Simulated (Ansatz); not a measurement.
## TiO2: a ladder of calculations

Cell of run 1: an entry of the Crystallography Open Database (COD), taken as it stands.

Space group Pbca (No. 61); a = 5.1450, b = 9.1850, c = 5.4470 Å.

| site | Wyckoff | site symmetry | x | y | z |
| --- | --- | --- | --- | --- | --- |
| Ti | 8c | 1 | 0.1270 | 0.1270 | 0.8870 |
| O9 | 8c | 1 | 0.4650 | 0.2300 | 0.8950 |
| O17 | 8c | 1 | 0.8200 | 0.0100 | 0.8450 |

One atom of each set is listed.

Relaxed positions (PBE, cell held):

Ti (0.1386, 0.1290, 0.9056)
O9 (0.4646, 0.2299, 0.8913)
O17 (0.8161, 0.0098, 0.8506)

All runs are DFT with Ansatz 0.2.0 (plane waves and PAW, scalar-relativistic unless spin–orbit coupling is named, Γ-centred meshes, Fermi–Dirac smearing where given) in this cell.

Run 1: PBE, gradients read without the response of the cores, atoms as given; 420 eV, 5×3×4 k-points, smearing 0.02 eV.
Run 2: PBE, gradients read without the response of the cores, atoms relaxed; 420 eV, 5×3×4 k-points, smearing 0.02 eV.
Run 3: r2SCAN, gradients read without the response of the cores, at the relaxed atoms; 500 eV, 5×3×4 k-points, smearing 0.02 eV.

(1) What does each run give, and what moves the gradients most?

Results:

(1) 

```json
{"run": "1", "Ti V_zz (η)": "1.41 (0.22)", "O9 V_zz (η)": "2.48 (0.74)", "O17 V_zz (η)": "2.19 (0.48)"}
{"run": "2", "Ti V_zz (η)": "2.00 (0.85)", "O9 V_zz (η)": "-2.48 (0.83)", "O17 V_zz (η)": "2.07 (0.87)"}
{"run": "3", "Ti V_zz (η)": "1.97 (0.85)", "O9 V_zz (η)": "-2.65 (0.76)", "O17 V_zz (η)": "2.22 (0.96)"}
```

V_zz in 10²¹ V/m². Against run 1, the gradient tensors on these sites move by at most 2.15 in run 2 (Ti), 2.12 in run 3 (Ti). Taken one at a time, the positions of the atoms (as given or relaxed) move the tensors on these sites by up to 2.15 (largest principal value of the change, on Ti), the functional (r2SCAN with its higher cutoff) by 0.26 (O17). On some sites the largest principal value moves to another axis from run to run, and the sign of V_zz can flip with it.

In run 1 the atoms aren't at the calculated equilibrium (largest force 0.82 eV/Å). The cell isn't the equilibrium one in run 1 (calculated pressure 5 GPa), and the entry's cell may itself be off.
